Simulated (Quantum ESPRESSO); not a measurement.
## Si6BN (a curve over strain)

A calculation, not a measurement. The program is pw.x of Quantum ESPRESSO 7.5 (plane-wave density functional theory). The cell is made up: 8 atoms on a zincblende/diamond lattice, with randomly drawn elements, strain and displacements, not relaxed. PseudoDojo standard norm-conserving files (v0.5 for PBE, v0.4.1 for LDA and PBEsol) set the functional; there is no spin polarisation, spin-orbit coupling or dispersion term, and the masses in the input are unused placeholders.

Seven runs add a strain to one cell (shear xy, as the tensor component); the atoms follow the cell and are not relaxed. Stress in the table is positive in tension.

Input of the run at -0.0041:

```
&control calculation='scf', pseudo_dir='./dojo.nc.sr.pbe.v0_5.standard.upf', outdir='./o', disk_io='medium', tprnfor=.true., tstress=.true. /
&system ibrav=0, nat=8, ntyp=3, nbnd=26, ecutwfc=84.00895049, nosym=.true., tot_charge=0,
 occupations='smearing', smearing='fd', degauss=0.0073498644
/
&electrons conv_thr=7.350e-09, electron_maxstep=60, /
ATOMIC_SPECIES
B 1.0 B.upf
N 1.0 N.upf
Si 1.0 Si.upf
CELL_PARAMETERS angstrom
5.7246 -0.0762 0.0029
-0.0759 5.6592 -0.041
0.0031 -0.041 5.5925
ATOMIC_POSITIONS angstrom
Si -0.0667 -0.0219 0.05
Si -0.0213 2.8285 2.8404
Si 2.8686 0.015 2.7883
B 2.7796 2.7286 0.021
Si 1.4199 1.394 1.457
Si 1.4043 4.2133 4.2336
Si 4.2345 1.3009 4.2541
N 4.1892 4.2239 1.3686
K_POINTS automatic
6 6 6 1 1 1
```

| added strain | free energy less that of the input shown (eV) | stress xx (GPa) | stress yy (GPa) | stress zz (GPa) | stress xy (GPa) | pressure (GPa) | iterations |
| --- | --- | --- | --- | --- | --- | --- | --- |
| -0.0246 | 0.1054 | 16.17 | 15.28 | 14.51 | -3.36 | -15.32 | 12 |
| -0.0168 | 0.0578 | 16.30 | 15.41 | 14.58 | -2.71 | -15.43 | 11 |
| -0.0076 | 0.0135 | 16.41 | 15.52 | 14.64 | -1.93 | -15.52 | 11 |
| -0.0041 | 0.0000 | 16.44 | 15.55 | 14.66 | -1.63 | -15.55 | 11 |
| +0.0064 | -0.0281 | 16.48 | 15.59 | 14.69 | -0.75 | -15.58 | 11 |
| +0.0090 | -0.0332 | 16.48 | 15.59 | 14.69 | -0.53 | -15.58 | 11 |
| +0.0149 | -0.0395 | 16.46 | 15.57 | 14.69 | -0.03 | -15.57 | 11 |

A cubic fit gives a slope of stress xy against the added strain of 84 GPa at zero added strain, with the atoms clamped. Across the table the free energy follows the integral of the stress to within 0.5 meV. A rerun of one of the cells at 1437 eV and a 8 x 8 x 8 mesh moved values by no more than 0.005 eV in energy, 0.03 GPa in stress and 0.006 eV/Å in force.